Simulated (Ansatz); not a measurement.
The guess for AlGa2Sb3 was made by a generator: random cell by space group and Wyckoff sites (P4mm, No. 99). Its size is a rough estimate.

```cif
data_structure
_symmetry_space_group_name_H-M 'P4mm'
_symmetry_Int_Tables_number 99
_cell_length_a 3.6748
_cell_length_b 3.6748
_cell_length_c 7.2410
_cell_angle_alpha 90.000
_cell_angle_beta 90.000
_cell_angle_gamma 90.000
_cell_volume 97.78
loop_
_atom_site_label
_atom_site_type_symbol
_atom_site_symmetry_multiplicity
_atom_site_Wyckoff_symbol
_atom_site_fract_x
_atom_site_fract_y
_atom_site_fract_z
_atom_site_occupancy
Al1 Al 1 a 0.00000 0.00000 0.04643 1
Ga1 Ga 2 c 0.50000 0.00000 0.05517 1
Sb1 Sb 1 b 0.50000 0.50000 0.95491 1
Sb2 Sb 1 b 0.50000 0.50000 0.74257 1
Sb3 Sb 1 a 0.00000 0.00000 0.60659 1
```

These are results of Ansatz, DFT PBE, scalar-relativistic, plane waves, PAW, not measurements. Cutoff 420 eV, Gaussian smearing, Γ-centred meshes. Cell and atoms relax first on a coarse mesh and then on a finer one. In between, the cell is made exact in the group found at 0.06 Å. In metals the finer mesh still leaves noise of several meV/atom or more. The steps can't lower the symmetry of their start. No spin polarisation.

A guess keeps its type if space group and coordination stay and the shape of the cell changes little (axis ratios within about 15 %, angles within 6°); the volume may change.

Question: Will the relaxed cell still be of the starting type?

Answer: It doesn't keep its type. The symmetry stays P4mm (No. 99). The volume per atom grows by 51.9 %, from 16.3 to 24.8 Å³. The shortest distance goes from 1.54 Å (Sb–Sb) to 2.80 Å (Al–Sb). The ratio c/a of the conventional cell changes by a factor of 1.07. Counting neighbours within 15 % of an atom's shortest distance, the start has Al 4, Ga 4, Sb 1/5 and the end Al 5, Ga 10, Sb 5/8. In detail, at the end Al is surrounded by 5 Sb at 2.80–2.93 Å and 4 Ga at 3.26 Å; around Ga lie 4 Ga at 2.92 Å, 4 Sb at 3.17–3.22 Å, 2 Al at 3.26 Å and 2 Sb at 3.95 Å; Sb on its first site has 4 Al at 2.93 Å and 4 Ga at 3.17 Å; 2 more sites not described.

```
Al Ga Sb
1.0
     4.13455    0.00000    0.00000
     0.00000    4.13455    0.00000
     0.00000    0.00000    8.69173
Al Ga Sb
1 2 3
Cartesian
  0.0000 0.0000 8.1345
  2.0673 0.0000 1.9625
  0.0000 2.0673 1.9625
  2.0673 2.0673 8.2550
  2.0673 2.0673 4.4357
  0.0000 0.0000 5.3304
```

The last run used a 10×10×6 mesh (in the run's order of axes) for its 6-atom cell and Gaussian smearing of 0.10 eV. Spin–orbit coupling, which can matter for Sb, is left out. A structure relaxed within its symmetry needn't be a true minimum.

In counts of neighbours, a slash parts the counts of unlike sites.
